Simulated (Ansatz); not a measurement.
Te (trigonal-Te type, space group P3_121)

```xyz
3
Lattice="4.5209 0.0000 0.0000 -2.2604 3.9152 0.0000 0.0000 0.0000 5.9543" Properties=species:S:1:pos:R:3 pbc="T T T"
Te     1.2121     0.0000     1.9848
Te    -0.6061     1.0497     3.9695
Te     1.6544     2.8655     0.0000
```

Equation-of-state scan: isotropic scaling of the cell above, V₀ being its volume. The atoms relax within the cell's symmetry.

These are PBE (plane waves to 420 eV, PAW, scalar-relativistic; Ansatz, a quantum-chemistry and plane-wave program) values and carry that method's errors. k mesh 9×9×6 (Γ-centred), Fermi-Dirac smearing 0.05 eV. E stands for the smeared free energy. Compression counts positive. Spin-orbit coupling is left out, though Te is heavy. Te was relaxed with its symmetry unable to fall. The zero of ΔE is the relaxed starting cell.

Task: Give the computed ΔE (eV/atom) and P (GPa) at V/V₀ = 0.933, 0.950, 0.967, 1.033, 1.050, 1.067, 1.083, 1.100.

Result: 
```json
[
 {"V/V₀": "0.933", "ΔE (eV/atom)": "0.014", "P (GPa)": "2.1"},
 {"V/V₀": "0.950", "ΔE (eV/atom)": "0.007", "P (GPa)": "1.4"},
 {"V/V₀": "0.967", "ΔE (eV/atom)": "0.003", "P (GPa)": "0.9"},
 {"V/V₀": "1.033", "ΔE (eV/atom)": "0.003", "P (GPa)": "-0.7"},
 {"V/V₀": "1.050", "ΔE (eV/atom)": "0.006", "P (GPa)": "-0.9"},
 {"V/V₀": "1.067", "ΔE (eV/atom)": "0.009", "P (GPa)": "-1.2"},
 {"V/V₀": "1.083", "ΔE (eV/atom)": "0.014", "P (GPa)": "-1.4"},
 {"V/V₀": "1.100", "ΔE (eV/atom)": "0.019", "P (GPa)": "-1.5"}
]
```

(Under strain, the slope of the energy per volume gives the stress and its curvature an elastic modulus.)
